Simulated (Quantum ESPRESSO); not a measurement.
W2ZrO6FN, input and log of a self-consistent run

Simulated, not a measurement. The program is pw.x of Quantum ESPRESSO 7.5 (plane-wave density functional theory). The cell is made up: 11 atoms on a rutile lattice with one site empty, with randomly drawn elements, strain and displacements, not relaxed. PseudoDojo standard norm-conserving files (v0.5 for PBE, v0.4.1 for LDA and PBEsol) set the functional; there is no spin polarisation, spin-orbit coupling or dispersion term, and the masses in the input are unused placeholders. A spin-polarised start on this cell or one of its family kept no moment above 0.05 Bohr magneton at the same smearing; a narrower smearing was not tried.

Input:

```
&control calculation='scf', pseudo_dir='./dojo.nc.sr.pbe.v0_5.standard.upf', outdir='./o', disk_io='low', tprnfor=.true., tstress=.true. /
&system ibrav=0, nat=11, ntyp=5, nbnd=50, ecutwfc=84.00895049, nosym=.true., tot_charge=0,
 occupations='smearing', smearing='fd', degauss=0.0018374661
/
&electrons conv_thr=7.350e-09, electron_maxstep=60, /
ATOMIC_SPECIES
F 1.0 F.upf
N 1.0 N.upf
O 1.0 O.upf
W 1.0 W.upf
Zr 1.0 Zr.upf
CELL_PARAMETERS angstrom
4.689 0.0 0.0
0.0 4.689 0.0
0.0 0.0 6.2681
ATOMIC_POSITIONS angstrom
W -0.0972 -0.0663 -0.0118
W 2.3345 2.2951 1.6367
Zr 2.3907 2.3863 4.6655
O 1.469 1.3871 -0.0167
O 3.3013 3.1732 0.0081
O 3.7922 0.8781 1.5416
F 0.9499 3.7571 1.5754
O 1.51 1.3499 3.0656
O 3.3171 3.2589 3.0792
O 3.7523 0.9325 4.7248
N 0.8497 3.7372 4.6178
K_POINTS automatic
5 5 4 1 1 1
```

The log is shortened where brackets say so; the opening notice, blank lines, dates and the lines on written files are dropped, and the path of the files is cut. It prints rydbergs, bohrs and kilobars, and counts compression as positive stress. With no partly filled state, the Fermi energy that it prints is only some level between the filled and the empty states on the mesh, and need not lie in the true gap.

```
     Program PWSCF v.7.5
     Parallel version (MPI & OpenMP), running on       4 processor cores
     Number of MPI processes:                 4
     Threads/MPI process:                     1
     [start-up lines left out]
     bravais-lattice index     =            0
     lattice parameter (alat)  =       8.8609  a.u.
     unit-cell volume          =     930.0215 (a.u.)^3
     number of atoms/cell      =           11
     number of atomic types    =            5
     number of electrons       =        88.00
     number of Kohn-Sham states=           50
     kinetic-energy cutoff     =      84.0090  Ry
     charge density cutoff     =     336.0358  Ry
     scf convergence threshold =      7.3E-09
     mixing beta               =       0.7000
     number of iterations used =            8  plain     mixing
     Exchange-correlation= PBE
                           (   1   4   3   4   0   0   0)
     [axes and pseudopotential details left out]
   Cartesian axes
     site n.     atom                  positions (alat units)
         1        W      tau(   1) = (  -0.0207294  -0.0141395  -0.0025165  )
         2        W      tau(   2) = (   0.4978673   0.4894647   0.3490510  )
         3        Zr     tau(   3) = (   0.5098528   0.5089145   0.9949883  )
         4        O      tau(   4) = (   0.3132864   0.2958200  -0.0035615  )
         5        O      tau(   5) = (   0.7040520   0.6767328   0.0017274  )
         6        O      tau(   6) = (   0.8087439   0.1872681   0.3287695  )
         7        F      tau(   7) = (   0.2025805   0.8012583   0.3359778  )
         8        O      tau(   8) = (   0.3220303   0.2878865   0.6537855  )
         9        O      tau(   9) = (   0.7074216   0.6950096   0.6566859  )
        10        O      tau(  10) = (   0.8002346   0.1988697   1.0076349  )
        11        N      tau(  11) = (   0.1812113   0.7970143   0.9848155  )
     number of k points=    50  Fermi-Dirac smearing, width (Ry)=  0.0018
                       cart. coord. in units 2pi/alat
        k(    1) = (   0.1000000   0.1000000   0.0935092), wk =   0.0400000
        k(    2) = (   0.1000000   0.1000000   0.2805276), wk =   0.0400000
     [further k points left out]
     Dense  grid:    96777 G-vectors     FFT dimensions: (  54,  54,  72)
     Estimated max dynamical RAM per process >     284.20 MB
     Estimated total dynamical RAM >       1.04 GB
     Initial potential from superposition of free atoms
     starting charge      87.9966, renormalised to      88.0000
     Starting wfcs are   62 randomized atomic wfcs
     total cpu time spent up to now is        8.4 secs
     per-process dynamical memory:   217.5 Mb
     Self-consistent Calculation
     iteration #  1     ecut=    84.01 Ry     beta= 0.70
     Davidson diagonalization with overlap
     ethr =  1.00E-02,  avg # of iterations =  2.0
     total cpu time spent up to now is       22.7 secs
     total energy              =    -669.13654200 Ry
     estimated scf accuracy    <       7.08826102 Ry
     iteration #  2     ecut=    84.01 Ry     beta= 0.70
     Davidson diagonalization with overlap
     ethr =  8.05E-03,  avg # of iterations =  6.6
     total cpu time spent up to now is       44.9 secs
     total energy              =    -664.31087478 Ry
     estimated scf accuracy    <      83.17982140 Ry
     iteration #  3     ecut=    84.01 Ry     beta= 0.70
     Davidson diagonalization with overlap
     ethr =  8.05E-03,  avg # of iterations =  6.3
     total cpu time spent up to now is       65.7 secs
     total energy              =    -672.61735741 Ry
     estimated scf accuracy    <       6.12256066 Ry
     iteration #  4     ecut=    84.01 Ry     beta= 0.70
     Davidson diagonalization with overlap
     ethr =  6.96E-03,  avg # of iterations =  2.0
     total cpu time spent up to now is       79.2 secs
     total energy              =    -673.34897067 Ry
     estimated scf accuracy    <       0.61746297 Ry
     iteration #  5     ecut=    84.01 Ry     beta= 0.70
     Davidson diagonalization with overlap
     ethr =  7.02E-04,  avg # of iterations =  7.0
     total cpu time spent up to now is       98.5 secs
     total energy              =    -673.42864655 Ry
     estimated scf accuracy    <       0.30669025 Ry
     [iterations 6 to 16 left out]
     iteration # 17     ecut=    84.01 Ry     beta= 0.70
     Davidson diagonalization with overlap
     ethr =  2.63E-09,  avg # of iterations =  4.8
     total cpu time spent up to now is      289.3 secs
     total energy              =    -673.44630757 Ry
     estimated scf accuracy    <       0.00000116 Ry
     iteration # 18     ecut=    84.01 Ry     beta= 0.70
     Davidson diagonalization with overlap
     ethr =  1.31E-09,  avg # of iterations =  2.1
     total cpu time spent up to now is      305.2 secs
     total energy              =    -673.44630775 Ry
     estimated scf accuracy    <       0.00000050 Ry
     iteration # 19     ecut=    84.01 Ry     beta= 0.70
     Davidson diagonalization with overlap
     ethr =  5.73E-10,  avg # of iterations =  2.1
     total cpu time spent up to now is      320.6 secs
     total energy              =    -673.44630777 Ry
     estimated scf accuracy    <       0.00000012 Ry
     iteration # 20     ecut=    84.01 Ry     beta= 0.70
     Davidson diagonalization with overlap
     ethr =  1.31E-10,  avg # of iterations =  2.0
     total cpu time spent up to now is      336.7 secs
     total energy              =    -673.44630778 Ry
     estimated scf accuracy    <       0.00000006 Ry
     iteration # 21     ecut=    84.01 Ry     beta= 0.70
     Davidson diagonalization with overlap
     ethr =  6.57E-11,  avg # of iterations =  2.9
     total cpu time spent up to now is      353.9 secs
     End of self-consistent calculation
          k = 0.1000 0.1000 0.0935 ( 12075 PWs)   bands (ev):
   -67.3005 -66.5898 -38.8492 -31.4542 -31.4345 -31.3237 -30.8611 -30.7993
   -30.4068 -17.5425 -17.2226 -17.1200 -15.9160 -10.3778  -9.3629  -8.7259
    -8.4573  -8.0009  -7.7974  -2.4922   0.6288   1.5560   2.1501   2.3271
     2.7461   3.4035   3.7671   4.1170   4.1735   4.4641   4.7287   5.1363
     5.3751   5.6020   5.9706   6.0721   6.1851   6.4496   6.7000   6.8335
     7.5856   8.1862   8.5717   9.2381  10.0351  10.2003  10.3839  10.7669
    10.9228  11.3171
     [levels at the other k points left out]
     the Fermi energy is     9.5086 ev
!    total energy              =    -673.44630778 Ry
     estimated scf accuracy    <          6.0E-09 Ry
     smearing contrib. (-TS)   =      -0.00000682 Ry
     internal energy E=F+TS    =    -673.44630096 Ry
     The total energy is F=E-TS. E is the sum of the following terms:
     one-electron contribution =    -223.81102437 Ry
     hartree contribution      =     153.53234191 Ry
     xc contribution           =    -152.74094901 Ry
     ewald contribution        =    -450.42666950 Ry
     convergence has been achieved in  21 iterations
     Forces acting on atoms (cartesian axes, Ry/au):
     atom    1 type  4   force =     0.06228953    0.04496219   -0.32794351
     atom    2 type  4   force =     0.11057981   -0.15310806    0.19461072
     atom    3 type  5   force =    -0.03406738    0.00624746   -0.09287143
     atom    4 type  3   force =    -0.04719194   -0.02028026    0.11666138
     atom    5 type  3   force =     0.02803891    0.06142126    0.12188123
     atom    6 type  3   force =    -0.06914037    0.06928405   -0.05837723
     atom    7 type  1   force =     0.00866953   -0.01310521   -0.01737661
     atom    8 type  3   force =     0.03113855    0.06875174   -0.13932807
     atom    9 type  3   force =    -0.07237819   -0.04949175   -0.15719942
     atom   10 type  3   force =     0.06565089   -0.09037806    0.15564593
     atom   11 type  2   force =    -0.08358935    0.07569664    0.20429702
     Total force =     0.628238     Total SCF correction =     0.000178
     Computing stress (Cartesian axis) and pressure
          total   stress  (Ry/bohr**3)                   (kbar)     P=      -60.76
  -0.00002760  -0.00004032   0.00016396           -4.06       -5.93       24.12
  -0.00004032  -0.00011422  -0.00020900           -5.93      -16.80      -30.75
   0.00016396  -0.00020900  -0.00109731           24.12      -30.75     -161.42
     init_run     :      7.71s CPU      8.19s WALL (       1 calls)
     electrons    :    343.10s CPU    345.57s WALL (       1 calls)
     forces       :      3.84s CPU      3.89s WALL (       1 calls)
     stress       :     13.12s CPU     13.53s WALL (       1 calls)
     [timing details left out]
     PWSCF        :   6m 8.01s CPU   6m11.61s WALL
     JOB DONE.
```

In other units: free energy -9162.704 eV for the cell, pressure -6.08 GPa, largest force component 8.432 eV/Å. A rerun of the same cell at another strain at a cutoff of 1467 eV and k mesh 7 x 7 x 6 moved values by no more than 0.007 eV in energy, 0.02 GPa in stress and 0.004 eV/Å in force.